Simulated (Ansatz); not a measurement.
W2C:
```
W2C
1.0
    3.03446     0.00000     0.00000
   -1.51723     2.62792     0.00000
    0.00000     0.00000     4.64353
C W
1 2
Direct
  0.00000   0.00000   0.00000
  0.33333   0.66667   0.25380
  0.66667   0.33333   0.74620
```

Relaxed with PBEsol.

Problem. Map the valence electron density (e/Å³), cut off at 2 on the plane through (0.000, 0.000, 0.000) spanned by u = [0, 0, 1] and v = [1, -1, 0] in lattice vectors, from PBEsol (plane waves, PAW; program Ansatz).

Solution. x is the fraction of u, y of v (the angle between them is 90°; rows are the nearest grid lines); atoms in the plane: C at (0.00, 0.00), W at (0.25, 0.33), W at (0.75, 0.67).
```
y \ x   0.000  0.0870  0.174  0.261  0.348  0.435  0.565  0.652  0.739  0.826  0.913   1.00
------  -----  ------  -----  -----  -----  -----  -----  -----  -----  -----  -----  -----
1.00     1.70    1.61  0.726  0.316  0.196  0.158  0.158  0.196  0.316  0.726   1.61   1.70
0.923    1.63    1.26  0.604  0.314  0.215  0.181  0.184  0.226  0.337  0.636   1.29   1.63
0.846   0.769   0.596  0.399  0.300  0.256  0.235  0.288  0.509  0.842  0.785  0.751  0.769
0.769   0.404   0.303  0.264  0.265  0.271  0.288  0.656   2.00   2.00   2.00  0.947  0.404
0.692   0.352   0.222  0.209  0.232  0.263  0.307   1.33   2.00   2.00   2.00   1.85  0.352
0.615   0.349   0.233  0.222  0.245  0.271  0.309   1.15   2.00   2.00   2.00   1.58  0.349
0.538   0.344   0.316  0.382  0.462  0.400  0.338  0.527   1.72   2.00   1.97  0.618  0.344
0.462   0.344   0.618   1.97   2.00   1.72  0.527  0.338  0.400  0.462  0.382  0.316  0.344
0.385   0.349    1.58   2.00   2.00   2.00   1.15  0.309  0.271  0.245  0.222  0.233  0.349
0.308   0.352    1.85   2.00   2.00   2.00   1.33  0.307  0.263  0.232  0.209  0.222  0.352
0.231   0.404   0.947   2.00   2.00   2.00  0.656  0.288  0.271  0.265  0.264  0.303  0.404
0.154   0.769   0.751  0.785  0.842  0.509  0.288  0.235  0.256  0.300  0.399  0.596  0.769
0.0769   1.63    1.29  0.636  0.337  0.226  0.184  0.181  0.215  0.314  0.604   1.26   1.63
0.000    1.70    1.61  0.726  0.316  0.196  0.158  0.158  0.196  0.316  0.726   1.61   1.70
```

The density is the valence pseudo-density with augmentation charge, so density and ELF within about 1 Å of a nucleus are not all-electron values.

Space group P-3m1. Symmetry was held in the PBEsol relaxation. The run is not spin-polarised. Scalar-relativistic: spin–orbit coupling is off unless named, which matters more the heavier the elements.

Potentials: the later of the program's two PAW sets.
